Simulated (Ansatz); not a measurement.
## Ga₂Mo: reading a single point

```
Mo Ga
1.0
     2.13350    3.69534    0.00000
    -2.13350    3.69534    0.00000
     0.00000    0.00000    3.52231
Mo Ga
1 2
Direct
  0.00000 0.00000 0.00000
  0.33330 0.33340 0.50000
  0.66660 0.66670 0.50000
```

Single point in Ansatz 0.2.0 with PBE, no spin polarisation. Cutoff 420 eV, PAW datasets, 9×9×10 Γ-centred k mesh, fermi-dirac filling (width 0.0668 eV).

Problem. What do density and ELF say about some of the short contacts?

Solution. Ga–Ga at 2.46 Å: least valence density 0.35 e/Å³ and ELF 0.44 there. Mo–Ga at 3.03 Å: least valence density 0.20 e/Å³ and ELF 0.35 there. Mo–Mo at 3.52 Å: least valence density 0.13 e/Å³ and ELF 0.33 there. Both are smooth PAW fields, read partly inside the augmentation spheres.

Problem. Which element gives electrons and which takes them?

Solution. Bader charges in e: Ga -0.14, Mo +0.29. In the mean Mo gives up most and Ga takes most, against the order of Pauling's electronegativities.

Problem. What does the stress say?

Solution. The pressure is -15.0 GPa (compression positive), so with the atoms held at these fractions the cell would first shrink. The principal stresses -21.7, -11.7, -11.7 GPa differ, so its shape would change too.

Problem. What is the formation energy?

Solution. 0.54 eV an atom against the elements' usual phases (free molecules for gases, crystals otherwise, with no correction for O₂ or N₂), so at this geometry it isn't bound against them. Relaxing would lower it.

Problem. Metal or insulator?

Solution. It is a metal, with about 3.6 states/eV a cell as the mean within 0.25 eV of the Fermi level, mostly Mo d (86 %).

Origin: a known structure type with other elements, at an estimated volume, so it need not be a known compound. Caveats: many states at the Fermi level without spin polarisation, so a magnetic state may lie lower; atoms or cell far from equilibrium.
